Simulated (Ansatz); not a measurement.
BeTe (rock salt, Fm-3m), DFT-r²SCAN in the program Ansatz with PAW potentials, all energies at zero smearing, with the estimated change up to a 700 eV cutoff added, with one set of potentials and settings (totals compare only within such a set). Cell of 2 atoms (1 Be, 1 Te): -7087.912 eV.

```csv
element,reference phase,E (eV/atom)
Be,"P6_3/mmc, 2 atoms in the cell",-93.3347
Te,"P3_121, 3 atoms in the cell",-6994.8235
```

Formation energy per atom, worked out: (-7087.912 − 1×(-93.3347) − 1×(-6994.8235))/2 = 0.123 eV/atom (12 kJ per mol of atoms), at 0 K, without zero-point energy or fitted corrections.

The start of the workflow was typed in or built on a structure type; neither database checked (COD, Materials Project) lists it. COD files the formula under space group No. 216, so this cell is another polymorph or a model. Whether it is the stable phase at ambient conditions was not checked. The cell was relaxed with r²SCAN under the symmetry of its start; its stability against distortions is not shown here. The references are the lowest solids computed at this level, not always the standard phases. Scalar-relativistic: spin–orbit coupling is off unless named, which matters more the heavier the elements.

Potentials: the later of the program's two PAW sets.
